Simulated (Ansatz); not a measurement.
H$_{4}$IN:
```yaml
crystal:
  lattice:
    - [-2.62225, 3.60829, 2.49585]
    - [2.62225, -3.60829, 2.49585]
    - [2.62225, 3.60829, -2.49585]
  atoms:
    - { symbol: H, position: [0.87045, 0.03025, 0.15980] }
    - { symbol: H, position: [0.87045, 0.71065, 0.84020] }
    - { symbol: H, position: [0.22374, 0.10670, 0.11704] }
    - { symbol: H, position: [0.98966, 0.10670, 0.88296] }
    - { symbol: I, position: [0.50525, 0.00525, 0.50000] }
    - { symbol: N, position: [0.99145, 0.99145, 0.00000] }
```

Tensor components refer to the Cartesian frame of this cell.

Give the high-frequency dielectric tensor and the Born effective charge tensors of the independent atoms from DFPT, r²SCAN+D4 in the plane-wave PAW code Ansatz.


ε∞:
```
2.84  0.00  0.00
0.00  2.83  0.00
0.00  0.00  2.80
```
Z* of atom 1 (H), rows: field, columns: displacement, in e:
```
 0.81   0.00  -0.50
 0.00   0.23   0.00
-0.51   0.00   0.68
```
Z* of atom 3 (H), rows: field, columns: displacement, in e:
```
 0.31   0.00   0.00
 0.00   0.77   0.05
 0.00  -0.03   0.31
```
Z* of atom 5 (I), rows: field, columns: displacement, in e:
```
-1.18   0.00   0.00
 0.00  -1.16   0.00
 0.00   0.00  -1.15
```
Z* of atom 6 (N), rows: field, columns: displacement, in e:
```
-1.06   0.00   0.00
 0.00  -0.85   0.00
 0.00   0.00  -0.84
```

Static charges for comparison (Bader): H1 +0.47, H3 +0.47, I5 -0.75, N6 -1.15 e. Born charges measure polarisation by displacement and can exceed these by far.

Space group Imm2. The workflow started from a Materials Project entry (that database holds measured and hypothetical structures alike); the Crystallography Open Database copy checked does not list it. Its standing as an ambient phase is unchecked. Symmetry was held in the r²SCAN+D4 relaxation. At this level the phase is dynamically unstable (imaginary phonons). Scalar-relativistic: spin–orbit coupling is off unless named, which matters more the heavier the elements.

Potentials: the later of the program's two PAW sets.
